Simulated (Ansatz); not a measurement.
Structure: SiC in the zincblende structure, at its r2SCAN minimum. Space group F-43m (No. 216), cubic; a = 4.356 Å in the conventional setting, 10.33 Å³ an atom. Si has 4 C at 1.89 Å; C has 4 Si at 1.89 Å.

```cif
data_structure
_symmetry_space_group_name_H-M 'F-43m'
_symmetry_Int_Tables_number 216
_cell_length_a 4.3561
_cell_length_b 4.3561
_cell_length_c 4.3561
_cell_angle_alpha 90.000
_cell_angle_beta 90.000
_cell_angle_gamma 90.000
_cell_volume 82.66
loop_
_atom_site_label
_atom_site_type_symbol
_atom_site_symmetry_multiplicity
_atom_site_Wyckoff_symbol
_atom_site_fract_x
_atom_site_fract_y
_atom_site_fract_z
_atom_site_occupancy
Si1 Si 4 a 0.00000 0.00000 0.00000 1
C1 C 4 d 0.25000 0.25000 0.75000 1
```

The questions ask for values computed with the plane-wave code Ansatz on this geometry. The values are computed, spin-unpolarised.

(1) What gap does PBE give, and where are the band edges?

(2) What does r2SCAN give for the gap (10×10×10 mesh)?

(3) What does HSE06 give for the gap (8×8×8 mesh)?

(4) What does PBE0 give for the gap (8×8×8 mesh)?

(5) What does G0W0@PBE with 61 empty bands, a screening cutoff of 120 eV and a 6×6×6 mesh give?

(6) What do these levels agree on?

(7) How do these values compare with experiment?

Answers

(1) PBE gives an indirect gap of 1.36 eV, from Γ to X; the least direct gap is 4.55 eV at X.

(2) r2SCAN gives an indirect gap of 1.71 eV, from Γ to X; the least direct gap is 5.05 eV at X. The gap differs by +0.35 eV from PBE's.

(3) HSE06 gives an indirect gap of 2.23 eV, from Γ to X; the least direct gap is 5.72 eV at X. The gap differs by +0.87 eV from PBE's.

(4) The PBE0 gap is indirect, 2.95 eV (Γ to X), below the direct gap of 6.45 eV at X. The gap differs by +1.59 eV from PBE's.

(5) 2.11 eV (the shift on the mesh added to PBE's least gap). The quasiparticle gap on this mesh is 2.10 eV (Γ to X), against 1.35 eV from PBE: +0.75 eV. Renormalisation factors Z lie between 0.77 and 0.82. The G0W0 figures hold for the stated bands, cutoff and mesh and aren't extrapolated.

(6) Set against the finite-basis gap of 2.11 eV from G0W0@PBE (61 empty bands, 120 eV, 6×6×6), PBE's least gap plus the shift on the mesh, where the gap is 2.10 eV, the closest functional is HSE06, which differs by +0.12 eV. The others: r2SCAN -0.39, PBE -0.75, PBE0 +0.84 eV. The yardstick's own error is a tenth of an eV or more. r2SCAN covers 41 % of the step from PBE to HSE06. Among these functionals the gap stays indirect.

(7)
Calculation and measurement side by side:
- Gap, measured 2.4 eV (indirect): PBE 1.36 (-1.04), r2SCAN 1.71 (-0.69), HSE06 2.23 (-0.17), PBE0 2.95 (+0.55) eV. Source: 2.4 eV (indirect gap; literature value; measurement temperature and method not stated; quoted in “Insight into the structural, elastic and electronic properties of a new orthorhombic 6O-SiC polytype”, 2020, pmc:7200658).
Measured gaps include zero-point and thermal shifts, optical ones also the exciton binding, and spin-orbit coupling, which these levels lack. Reports marked as nanostructured, strained, doped, implanted or mixed samples, and transport gaps, were set aside.

The meshes of the hybrids are coarse, so their gaps aren't converged to the digits shown.
